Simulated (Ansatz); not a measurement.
**BaAu$_{2}$ as a host for H**

Theory: DFT r2SCAN, scalar-relativistic, plane waves, PAW in Ansatz.

Cutoff 500 eV; k points 12×12×8 on the computed 3-atom cell (Γ-centred); Gaussian smearing, width 0.10 eV; no spin polarisation for the host; each changed cell takes a mesh and smearing chosen by its own gap and starts from the host's moments or customary ones, or runs without spin. Cells and atoms are relaxed to the nearest stationary point that keeps the symmetry of their start (forces under 0.02 to 0.04 eV/Å, stress under 0.1 to 0.2 GPa); energies are at zero smearing, without zero-point or thermal terms.

Relaxed host (gap on the mesh 0 eV):

```yaml
crystal:
  lattice:
    - [4.84602, 0.00000, 0.00000]
    - [-2.42301, 4.19677, 0.00000]
    - [0.00000, 0.00000, 4.18087]
  atoms:
    - { symbol: Ba, position: [0.00000, 0.00000, 0.00000] }
    - { symbol: Au, position: [0.33333, 0.66667, 0.50000] }
    - { symbol: Au, position: [0.66667, 0.33333, 0.50000] }
```

Cases: (1) 2 H in a 1×1×1 repeat of the cell, at (0.333 0.667 0.000), (0.667 0.333 0.000) in fractions of that repeat, 2.09 Å from the nearest atom of the relaxed host.

Give the energy per H taken from half an H2 molecule (negative: uptake is favourable), the swelling and the final surroundings.

```csv
case,formula,energy per H (eV),ΔV (%),principal strains (%),nearest host atoms of the first H,gap (eV)
1,BaH2Au2,0.13,-0.8,+3.3 +3.3 -7.1,2 (Au) from 1.94 Å,0
```

Each ion keeps what symmetry its start has, so a lower place off a symmetric site can be missed, above all for H.

Relaxed structure of case 1:

```cif
data_structure
_symmetry_space_group_name_H-M 'P6/mmm'
_symmetry_Int_Tables_number 191
_cell_length_a 5.0061
_cell_length_b 5.0061
_cell_length_c 3.8854
_cell_angle_alpha 90.000
_cell_angle_beta 90.000
_cell_angle_gamma 120.000
_cell_volume 84.33
loop_
_atom_site_label
_atom_site_type_symbol
_atom_site_symmetry_multiplicity
_atom_site_Wyckoff_symbol
_atom_site_fract_x
_atom_site_fract_y
_atom_site_fract_z
_atom_site_occupancy
Ba1 Ba 1 a 0.00000 0.00000 0.00000 1
Au1 Au 2 d 0.33333 0.66667 0.50000 1
H1 H 2 c 0.33333 0.66667 0.00000 1
```

Spin-orbit coupling is left out.

Cost: 2 runs of about 2.9 core-minutes in all, on Arm Neoverse V1 (shared hosts).